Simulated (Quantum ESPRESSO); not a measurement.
# AlSnPdTi3Cu2: one run as intended and one with a planted mistake

Simulated, not a measurement. The program is pw.x of Quantum ESPRESSO 7.5 (plane-wave density functional theory). The cell is made up: eight metal atoms on a hexagonal close-packed lattice, with elements, volume, strain and displacements drawn at random and not relaxed, so it may be unstable or far from any real phase. PseudoDojo standard norm-conserving files set the functional (PBE unless stated); there is no spin polarisation or spin-orbit coupling, the Fermi-Dirac width of 0.25 eV means electrons at about 2900 K, and the masses in the input are unused placeholders. The copper pseudopotential is less sure than most, with forces differing by about three percent and pressure by about two GPa from a second method on plain copper. The tin pseudopotential is less sure than most, with forces differing by about three percent from a second method on plain tin. A spin test at this wide smearing found no moment, but such smearing suppresses magnetism that the real alloy may have.

Intended input:

```
&control calculation='scf', pseudo_dir='./dojo.nc.sr.pbe.v0_5.standard.upf', outdir='./o', disk_io='minimal', tprnfor=.true., tstress=.true. /
&system ibrav=0, nat=8, ntyp=5, nbnd=69, ecutwfc=92.02030273, nosym=.true., tot_charge=0,
 occupations='smearing', smearing='fd', degauss=0.0183746611
/
&electrons conv_thr=1.470e-08, electron_maxstep=70, mixing_beta=0.5 /
ATOMIC_SPECIES
Al 1.0 Al.upf
Cu 1.0 Cu.upf
Pd 1.0 Pd.upf
Sn 1.0 Sn.upf
Ti 1.0 Ti.upf
CELL_PARAMETERS angstrom
-0.0823 0.0467 4.4117
5.4429 0.1024 -0.1018
-2.6327 4.6769 0.1009
ATOMIC_POSITIONS angstrom
Al 0.006 0.0951 0.0189
Sn -1.3001 2.3694 0.1246
Pd 2.681 0.0874 -0.031
Ti 1.4294 2.3493 -0.008
Ti 0.0537 1.6202 2.2156
Ti -1.3367 3.9334 2.2349
Cu 2.7361 1.6147 2.0975
Cu 1.4451 4.0287 2.2802
K_POINTS automatic
5 5 5 1 1 1
```

The log is shortened where brackets say so; the opening notice, blank lines, dates and the lines on written files are dropped, and the path of the files is cut. It prints rydbergs, bohrs and kilobars, and counts compression as positive stress. Its total energy is the free energy E - TS of the whole cell.

Log of the intended run:

```
     Program PWSCF v.7.5
     Parallel version (MPI & OpenMP), running on       4 processor cores
     Number of MPI processes:                 4
     Threads/MPI process:                     1
     [start-up lines left out]
     bravais-lattice index     =            0
     lattice parameter (alat)  =       8.3388  a.u.
     unit-cell volume          =     765.5308 (a.u.)^3
     number of atoms/cell      =            8
     number of atomic types    =            5
     number of electrons       =       109.00
     number of Kohn-Sham states=           69
     kinetic-energy cutoff     =      92.0203  Ry
     charge density cutoff     =     368.0812  Ry
     scf convergence threshold =      1.5E-08
     mixing beta               =       0.5000
     number of iterations used =            8  plain     mixing
     Exchange-correlation= PBE
                           (   1   4   3   4   0   0   0)
     [axes and pseudopotential details left out]
   Cartesian axes
     site n.     atom                  positions (alat units)
         1        Al     tau(   1) = (   0.0013597   0.0215514   0.0042831  )
         2        Sn     tau(   2) = (  -0.2946259   0.5369484   0.0282366  )
         3        Pd     tau(   3) = (   0.6075625   0.0198064  -0.0070252  )
         4        Ti     tau(   4) = (   0.3239276   0.5323934  -0.0018129  )
         5        Ti     tau(   5) = (   0.0121694   0.3671663   0.5020945  )
         6        Ti     tau(   6) = (  -0.3029201   0.8913787   0.5064683  )
         7        Cu     tau(   7) = (   0.6200491   0.3659199   0.4753310  )
         8        Cu     tau(   8) = (   0.3274855   0.9129754   0.5167341  )
     number of k points=    63  Fermi-Dirac smearing, width (Ry)=  0.0184
                       cart. coord. in units 2pi/alat
        k(    1) = (   0.0803589   0.1374277   0.1000674), wk =   0.0320000
        k(    2) = (   0.0768074   0.3241751   0.0980243), wk =   0.0320000
     [further k points left out]
     Dense  grid:    91305 G-vectors     FFT dimensions: (  54,  64,  64)
     Estimated max dynamical RAM per process >     350.39 MB
     Estimated total dynamical RAM >       1.30 GB
     Initial potential from superposition of free atoms
     starting charge     108.9904, renormalised to     109.0000
     Starting wfcs are   72 randomized atomic wfcs
     total cpu time spent up to now is        8.8 secs
     per-process dynamical memory:   286.9 Mb
     Self-consistent Calculation
     iteration #  1     ecut=    92.02 Ry     beta= 0.50
     Davidson diagonalization with overlap
     ethr =  1.00E-02,  avg # of iterations =  4.5
     total cpu time spent up to now is       31.1 secs
     total energy              =   -1531.90071186 Ry
     estimated scf accuracy    <      24.34947840 Ry
     iteration #  2     ecut=    92.02 Ry     beta= 0.50
     Davidson diagonalization with overlap
     ethr =  1.00E-02,  avg # of iterations =  3.3
     total cpu time spent up to now is       57.3 secs
     total energy              =   -1546.50088397 Ry
     estimated scf accuracy    <      55.49652629 Ry
     [iterations 3 to 15 left out]
     iteration # 16     ecut=    92.02 Ry     beta= 0.50
     Davidson diagonalization with overlap
     ethr =  3.71E-09,  avg # of iterations =  2.0
     total cpu time spent up to now is      315.1 secs
     total energy              =   -1547.89362985 Ry
     estimated scf accuracy    <       0.00000021 Ry
     iteration # 17     ecut=    92.02 Ry     beta= 0.50
     Davidson diagonalization with overlap
     ethr =  1.96E-10,  avg # of iterations =  2.0
     total cpu time spent up to now is      333.1 secs
     End of self-consistent calculation
     [lines on levels left out]
!    total energy              =   -1547.89362988 Ry
     estimated scf accuracy    <       0.00000001 Ry
     smearing contrib. (-TS)   =      -0.09820055 Ry
     internal energy E=F+TS    =   -1547.79542933 Ry
     The total energy is F=E-TS. E is the sum of the following terms:
     one-electron contribution =    -777.08184574 Ry
     hartree contribution      =     451.33254292 Ry
     xc contribution           =    -235.09014135 Ry
     ewald contribution        =    -986.95598515 Ry
     convergence has been achieved in  17 iterations
     Forces acting on atoms (cartesian axes, Ry/au):
     atom    1 type  1   force =    -0.02871054   -0.04253911   -0.01763933
     atom    2 type  4   force =    -0.02392478   -0.00786140   -0.06860120
     atom    3 type  3   force =     0.02548571   -0.01068828   -0.01523818
     atom    4 type  5   force =     0.00013089    0.04452164   -0.00318178
     atom    5 type  5   force =     0.01200577   -0.02118968    0.03418489
     atom    6 type  5   force =     0.01682016    0.03407403    0.04540344
     atom    7 type  2   force =    -0.00865970    0.00827851    0.03163146
     atom    8 type  2   force =     0.00685249   -0.00459570   -0.00655929
     Total force =     0.133402     Total SCF correction =     0.000448
     Computing stress (Cartesian axis) and pressure
          total   stress  (Ry/bohr**3)                   (kbar)     P=      206.25
   0.00121307  -0.00038225   0.00020850          178.45      -56.23       30.67
  -0.00038225   0.00155646  -0.00007261          -56.23      228.96      -10.68
   0.00020850  -0.00007261   0.00143662           30.67      -10.68      211.33
     init_run     :      8.26s CPU      8.58s WALL (       1 calls)
     electrons    :    316.82s CPU    324.35s WALL (       1 calls)
     forces       :      2.62s CPU      2.64s WALL (       1 calls)
     stress       :      9.40s CPU      9.40s WALL (       1 calls)
     [timing details left out]
     PWSCF        :   5m37.30s CPU   5m45.28s WALL
     JOB DONE.
```

A second run has one planted mistake: the cell and the positions are scaled by a wrong factor. The input lines that differ:

```
- -0.0823 0.0467 4.4117
- 5.4429 0.1024 -0.1018
- -2.6327 4.6769 0.1009
+ -0.0828 0.047 4.4373
+ 5.4745 0.103 -0.1024
+ -2.648 4.704 0.1015
- Al 0.006 0.0951 0.0189
- Sn -1.3001 2.3694 0.1246
- Pd 2.681 0.0874 -0.031
- Ti 1.4294 2.3493 -0.008
- Ti 0.0537 1.6202 2.2156
- Ti -1.3367 3.9334 2.2349
- Cu 2.7361 1.6147 2.0975
- Cu 1.4451 4.0287 2.2802
+ Al 0.006 0.0957 0.019
+ Sn -1.3076 2.3831 0.1253
+ Pd 2.6965 0.0879 -0.0312
+ Ti 1.4377 2.3629 -0.008
+ Ti 0.054 1.6296 2.2285
+ Ti -1.3445 3.9562 2.2479
+ Cu 2.752 1.6241 2.1097
+ Cu 1.4535 4.0521 2.2934
```

Its log:

```
     Program PWSCF v.7.5
     Parallel version (MPI & OpenMP), running on       4 processor cores
     Number of MPI processes:                 4
     Threads/MPI process:                     1
     [start-up lines left out]
     bravais-lattice index     =            0
     lattice parameter (alat)  =       8.3872  a.u.
     unit-cell volume          =     778.9312 (a.u.)^3
     number of atoms/cell      =            8
     number of atomic types    =            5
     number of electrons       =       109.00
     number of Kohn-Sham states=           69
     kinetic-energy cutoff     =      92.0203  Ry
     charge density cutoff     =     368.0812  Ry
     scf convergence threshold =      1.5E-08
     mixing beta               =       0.5000
     number of iterations used =            8  plain     mixing
     Exchange-correlation= PBE
                           (   1   4   3   4   0   0   0)
     [axes and pseudopotential details left out]
   Cartesian axes
     site n.     atom                  positions (alat units)
         1        Al     tau(   1) = (   0.0013519   0.0215622   0.0042809  )
         2        Sn     tau(   2) = (  -0.2946159   0.5369372   0.0282314  )
         3        Pd     tau(   3) = (   0.6075495   0.0198048  -0.0070297  )
         4        Ti     tau(   4) = (   0.3239288   0.5323860  -0.0018025  )
         5        Ti     tau(   5) = (   0.0121668   0.3671658   0.5021043  )
         6        Ti     tau(   6) = (  -0.3029298   0.8913730   0.5064753  )
         7        Cu     tau(   7) = (   0.6200543   0.3659266   0.4753374  )
         8        Cu     tau(   8) = (   0.3274887   0.9129803   0.5167269  )
     number of k points=    63  Fermi-Dirac smearing, width (Ry)=  0.0184
                       cart. coord. in units 2pi/alat
        k(    1) = (   0.0803587   0.1374288   0.1000669), wk =   0.0320000
        k(    2) = (   0.0768069   0.3241777   0.0980225), wk =   0.0320000
     [further k points left out]
     Dense  grid:    92869 G-vectors     FFT dimensions: (  54,  64,  64)
     Estimated max dynamical RAM per process >     356.09 MB
     Estimated total dynamical RAM >       1.32 GB
     Initial potential from superposition of free atoms
     starting charge     108.9904, renormalised to     109.0000
     Starting wfcs are   72 randomized atomic wfcs
     total cpu time spent up to now is        9.7 secs
     per-process dynamical memory:   284.2 Mb
     Self-consistent Calculation
     iteration #  1     ecut=    92.02 Ry     beta= 0.50
     Davidson diagonalization with overlap
     ethr =  1.00E-02,  avg # of iterations =  4.6
     total cpu time spent up to now is       33.8 secs
     total energy              =   -1531.91127683 Ry
     estimated scf accuracy    <      24.32209906 Ry
     iteration #  2     ecut=    92.02 Ry     beta= 0.50
     Davidson diagonalization with overlap
     ethr =  1.00E-02,  avg # of iterations =  3.3
     total cpu time spent up to now is       62.3 secs
     total energy              =   -1546.54970228 Ry
     estimated scf accuracy    <      55.72850548 Ry
     [iterations 3 to 18 left out]
     iteration # 19     ecut=    92.02 Ry     beta= 0.50
     Davidson diagonalization with overlap
     ethr =  1.51E-11,  avg # of iterations =  2.0
     total cpu time spent up to now is      414.2 secs
     total energy              =   -1547.91086980 Ry
     estimated scf accuracy    <       0.00000002 Ry
     iteration # 20     ecut=    92.02 Ry     beta= 0.50
     Davidson diagonalization with overlap
     ethr =  1.51E-11,  avg # of iterations =  1.0
     total cpu time spent up to now is      432.8 secs
     End of self-consistent calculation
     [lines on levels left out]
!    total energy              =   -1547.91086980 Ry
     estimated scf accuracy    <          1.4E-09 Ry
     smearing contrib. (-TS)   =      -0.09954825 Ry
     internal energy E=F+TS    =   -1547.81132156 Ry
     The total energy is F=E-TS. E is the sum of the following terms:
     one-electron contribution =    -786.05417554 Ry
     hartree contribution      =     454.49781549 Ry
     xc contribution           =    -234.98904168 Ry
     ewald contribution        =    -981.26591983 Ry
     convergence has been achieved in  20 iterations
     Forces acting on atoms (cartesian axes, Ry/au):
     atom    1 type  1   force =    -0.02681573   -0.04042987   -0.01697701
     atom    2 type  4   force =    -0.02212722   -0.00724149   -0.06527512
     atom    3 type  3   force =     0.02341198   -0.00985119   -0.01412780
     atom    4 type  5   force =     0.00021464    0.04189265   -0.00283709
     atom    5 type  5   force =     0.01106637   -0.02034911    0.03236013
     atom    6 type  5   force =     0.01671559    0.03287997    0.04333851
     atom    7 type  2   force =    -0.00896408    0.00756220    0.02968982
     atom    8 type  2   force =     0.00649845   -0.00446314   -0.00617144
     Total force =     0.126469     Total SCF correction =     0.000139
     Computing stress (Cartesian axis) and pressure
          total   stress  (Ry/bohr**3)                   (kbar)     P=      172.53
   0.00099030  -0.00036988   0.00019952          145.68      -54.41       29.35
  -0.00036988   0.00132361  -0.00006913          -54.41      194.71      -10.17
   0.00019952  -0.00006913   0.00120452           29.35      -10.17      177.19
     init_run     :      8.81s CPU      9.19s WALL (       1 calls)
     electrons    :    412.29s CPU    423.07s WALL (       1 calls)
     forces       :      2.89s CPU      2.94s WALL (       1 calls)
     stress       :     10.15s CPU     10.20s WALL (       1 calls)
     [timing details left out]
     PWSCF        :   7m14.72s CPU   7m26.02s WALL
     JOB DONE.
```

|  | intended run | run with the mistake |
| --- | --- | --- |
| free energy (eV) | -21060.166 | -21060.400 |
| entropy term -TS, part of it (eV) | -1.336 | -1.354 |
| pressure (GPa) | 20.62 | 17.25 |
| size of the largest force component (eV/Å) | 1.764 | 1.678 |
| largest change of a force component (eV/Å) |  | 0.086 |
| iterations | 17 | 20 |

For scale, a rerun of the intended cell at a higher cutoff and on a denser mesh moved values by no more than 0.003 eV in energy, 0.04 GPa in stress and 0.003 eV/Å in force, and a second program with other atomic files agreed on that cell to 2 % rms in force and 0.5 GPa in pressure.